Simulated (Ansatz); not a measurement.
A generator proposed this cell of Zr₃S₂.

Space group Pm-3m (No. 221). a = 4.918 Å, b = 4.918 Å, c = 4.918 Å, α = 90.00°, β = 90.00°, γ = 90.00°
```tsv
atom	site	symmetry	x	y	z
Zr	3d	4/mm.m	0.5000	0.0000	0.0000
S	1b	m-3m	0.5000	0.5000	0.5000
S	1a	m-3m	0.0000	0.0000	0.0000
```

The calculation used Ansatz, DFT PBE, scalar-relativistic, plane waves, PAW. Settings: cutoff 420 eV, Γ-centred mesh 4×4×4 on the computed 5-atom cell, Gaussian smearing of 0.10 eV; no spin polarisation.

Energies over the elements count from the elements' standard structures at the same level, with no fitted energy shifts.

Q: What does a single point on this coarse mesh give?

A: The pressure is -6.2 GPa (it wants to contract), the largest force is 0.00 eV/Å (symmetry fixes the atoms), and the energy is −0.19 eV/atom against the elements. The shortest distance is 2.46 Å.

Q: How much does it gain on relaxing, and where does it end?

A: Relaxing gains under 0.1 eV/atom (the start's value is from the coarse mesh, so the gain is rough) in 7 ionic steps and ends at −0.24 eV/atom on the finer mesh. The symmetry stays Pm-3m (No. 221). The volume per atom shrinks by 7.2 %, from 23.8 to 22.1 Å³. The shortest distance goes from 2.46 Å (Zr–S) to 2.40 Å (Zr–S). Conventional cell: a = 4.797 Å. Around Zr lie 2 S at 2.40 Å, 4 S at 3.39 Å and 8 Zr at 3.39 Å; around S on its first site lie 12 Zr at 3.39 Å; S on its second site has 6 Zr at 2.40 Å.

The last run used an 8×8×8 mesh for its 5-atom cell and Gaussian smearing of 0.10 eV. The reference form of S is held partly by dispersion forces, which this level lacks. The relaxation can't lower the symmetry of the start. Symmetry constrained the relaxation, so the result can be a saddle point. Another cell of Zr3S2 relaxed alike, in R32 (a Materials Project cell), lies 0.85 eV/atom lower, so this cell isn't the stable form at this level.
